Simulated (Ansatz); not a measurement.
# YbAg2P2: reading a single point

```yaml
crystal:
  lattice:
    - [2.09843, 3.63460, 0.00000]
    - [-2.09844, 3.63460, 0.00000]
    - [0.00000, 0.00000, 7.01455]
  atoms:
    - { symbol: Ag, position: [0.33330, 0.33340, 0.63400] }
    - { symbol: Ag, position: [0.66670, 0.66660, 0.36600] }
    - { symbol: P, position: [0.33330, 0.33340, 0.25890] }
    - { symbol: P, position: [0.66670, 0.66660, 0.74110] }
    - { symbol: Yb, position: [0.00000, 0.00000, 0.00000] }
```

Level: PBE, no spin polarisation; 420 eV; 7×7×4 Γ-centred mesh; fermi-dirac occupations (width 0.1 eV); Ansatz 0.2.0, fixed geometry.

**Question.** What is the formation energy?

**Answer.** -0.37 eV an atom against the elements' usual phases (free molecules for gases, crystals otherwise, with no correction for O₂ or N₂), so it is bound against them; other compounds may still compete. Relaxing would lower it.

**Question.** Where is the largest force?

**Answer.** The largest is on P3 (and as large on other atoms): 0.73 eV/Å, components (0.00, 0.00, -0.73). It makes 107° with the line to a nearest neighbour, Ag2 at 2.54 Å.

**Question.** What does the stress say?

**Answer.** The pressure is -3.4 GPa (compression positive), so with the atoms held at these fractions the cell would first shrink. The principal stresses -4.8, -2.7, -2.6 GPa differ, so its shape would change too.

**Question.** Give the Bader charges.

**Answer.** Bader charges in e: Yb +1.52, Ag +0.10, P -0.87. In the mean Yb gives up most and P takes most.

**Question.** What happens at the Fermi level?

**Answer.** It is a metal, with about 5.2 states/eV a cell as the mean within 0.25 eV of the Fermi level, mostly P p (45 %), Yb f (28 %) and Ag d (13 %).

Origin: a known structure type with other elements, at an estimated volume, so it need not be a known compound. Caveats: no spin polarisation, so a magnetic state may lie lower; f levels without a U or exact exchange are poorly placed.
